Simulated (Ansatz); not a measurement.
B₂W, first-principles data

B2W:
```xyz
3
Lattice="2.9820 0.0000 0.0000 -1.4910 2.5825 0.0000 0.0000 0.0000 3.3189" Properties=species:S:1:pos:R:3 pbc="T T T"
W      0.0000     0.0000     0.0000
B      0.0000     1.7216     1.6594
B      1.4910     0.8608     1.6594
```

Space group P6/mmm (No. 191); conventional cell a = b = 2.9820 Å, c = 3.3189 Å, α = β = 90.00°, γ = 120.00°.

Method: LDA in the plane-wave PAW code Ansatz. The cell and atoms are relaxed at this level. Other levels are named where they apply.

Cell and energy:

Volume per atom: 8.52 Å³
Density: 13.35 g/cm³
Formation energy from the elements (no fitted shifts): -0.14 eV/atom

Electronic structure:

Electronic character: metallic (no gap)
Density of states at the Fermi level: 0.44 states/eV per atom (mean over ±0.08 eV)

Mechanics:

- Bulk modulus (Birch–Murnaghan fit) = 350 GPa
- Pressure derivative B′ = 4.1
- Elastic constants (relaxed ions, GPa) = C11 = 665, C12 = 165, C13 = 271, C33 = 446, C44 = 156
- Mechanical stability = stable (all eigenvalues of C positive)
- Hill bulk and shear moduli = 352 and 174 GPa
- Young's modulus = 448 GPa
- Poisson's ratio = 0.29
- Debye temperature from the elastic constants = 587 K

Phonons:

- Highest zone-centre frequency: 874 cm⁻¹
- Zone-centre stability: no imaginary mode at Γ

The workflow started from an entry of the Crystallography Open Database (COD), which files this formula under 2 space groups. Its standing as an ambient phase is unchecked. Symmetry was held in the LDA relaxation. No spin polarisation was allowed. As this level gives no gap, shear constants depend on the k-mesh and smearing (Fermi–Dirac, 0.1 eV here). As this level gives no gap, phonon frequencies hold no LO–TO term and depend on the k-mesh and smearing (Fermi–Dirac, 0.1 eV here). On the denser mesh and wider smearing of the elastic run this cell carries a stress of 0.5 GPa. The references are the lowest solids computed at this level, not always the standard phases. Spin–orbit coupling is left out wherever it is not named.

Potentials: the later of the program's two PAW sets.
